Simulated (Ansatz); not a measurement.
W: from a starting cell to a relaxed one

The start is a relaxed W cell displaced along its unstable phonon at q = (½, ½, 0) of its primitive reciprocal cell (87i cm⁻¹), largest move 0.15 Å. The cell and all atomic positions are relaxed at zero pressure with PBE (plane waves to 420 eV, PAW, scalar-relativistic; Ansatz, a first-principles code). First-step values are on the input's coarse k-mesh.

Ansatz input (later rounds restart from its end on a renewed k-mesh):
Ansatz 0.2 input:
```yaml
crystal:
  lattice:
    - [0, 4.4295561704, 9.9729628266]
    - [1.5390608534, 2.2147780852, 9.9729628266]
    - [1.5390608534, 2.2147780852, 0]
  atoms:
    - { symbol: W, position: [-0.0487310166, 0.1820072398, 0.9154547934] }
    - { symbol: W, position: [0.5487310166, 0.0845452066, 0.8179927602] }
    - { symbol: W, position: [0.0487310166, 0.8179927602, 0.0845452066] }
    - { symbol: W, position: [0.4512689834, 0.9154547934, 0.1820072398] }
basis: { ecutwfc: 420, ecutrho_ratio: 4, xc_grid: 2, fft_grid_basis: typed }
kpoints: { mp_grid: { grid: [13, 13, 13] } }
hamiltonian:
  xc: pbe
  dispersion: none
  pseudopotentials: { azcp: { folder: ./paw }, kind: paw }
scf: { occupations: { method: fermi_dirac, width: 0.05 } }
relax: { f_tol: 0.01, max_steps: 100, cell: { stress_tol: 0.02 } }
output: { forces: true, stress: true }
```

**Question.** Which atoms feel the largest initial force, and how large is it?

**Answer.** 0.77 eV/Å, on W1, W2, W3, W4 (atoms numbered as listed).

**Question.** By how much does the energy per atom fall from start to end?

**Answer.** 0.68 eV/atom.

**Question.** Does it find its way back to the structure it was made from?

**Answer.** It does not go back: it reaches Im-3m (No. 229), bcc (W type), 0.74 eV/atom below the parent.

**Question.** What band gap does the relaxed structure have at this level?

**Answer.** No gap (metallic).

Final values are on a 20×20×20 k-mesh of the relaxed cell. No spin polarisation in the result.

The run could not lose the symmetry of its start.

Of the parent cell (Fmmm (No. 69)): it is a generated cell of W: the first start was made by placing the elements on the sites of a structure type, and the end was not matched to a known phase here, so it may be hypothetical. Known forms of W include space group No. 229.
